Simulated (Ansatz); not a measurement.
A geometry of ScOF away from equilibrium: step 2 of the relaxation of a relaxed ScOF cell with one F and one O atom exchanged in a cell of 6 atoms. Calculation: PBEsol (plane waves to 420 eV, PAW, scalar-relativistic; Ansatz, a program for electronic structure). Γ-centred k-mesh 7×7×5 on the run's cell (coarser than for final values), Fermi–Dirac smearing 0.05 eV. The plane waves were selected for a different cell earlier on the path.

```yaml
crystal:
  lattice:
    - [3.55454, 0.00000, 0.00000]
    - [0.00000, 3.55454, 0.00000]
    - [0.00000, 0.00000, 4.92071]
  atoms:
    - { symbol: Sc, position: [0.50000, 0.00000, 0.74557] }
    - { symbol: Sc, position: [0.00000, 0.50000, 0.25443] }
    - { symbol: F, position: [0.00000, 0.00000, 0.50000] }
    - { symbol: O, position: [0.50000, 0.50000, 0.50000] }
    - { symbol: O, position: [0.50000, 0.50000, 0.00000] }
    - { symbol: F, position: [0.00000, 0.00000, 0.00000] }
```

Question: What forces act on the atoms (eV/Å)?

Answer: 
| atom | Fx | Fy | Fz |
|---|---|---|---|
| Sc1 | 0.00 | 0.00 | 0.61 |
| Sc2 | 0.00 | 0.00 | -0.61 |
| F3 | 0.00 | 0.00 | 0.00 |
| O4 | 0.00 | 0.00 | 0.00 |
| O5 | 0.00 | 0.00 | 0.00 |
| F6 | 0.00 | 0.00 | 0.00 |

The path ends in P4₂/mmc (No. 131). No spin polarisation in the result.

The run could not lose the symmetry of its start.

Of the parent cell (P4/nmm (No. 129)): The relaxation started from an entry of Materials Project.

The runs began from a structure in Materials Project; this end point is another cell, not compared with measured phases.
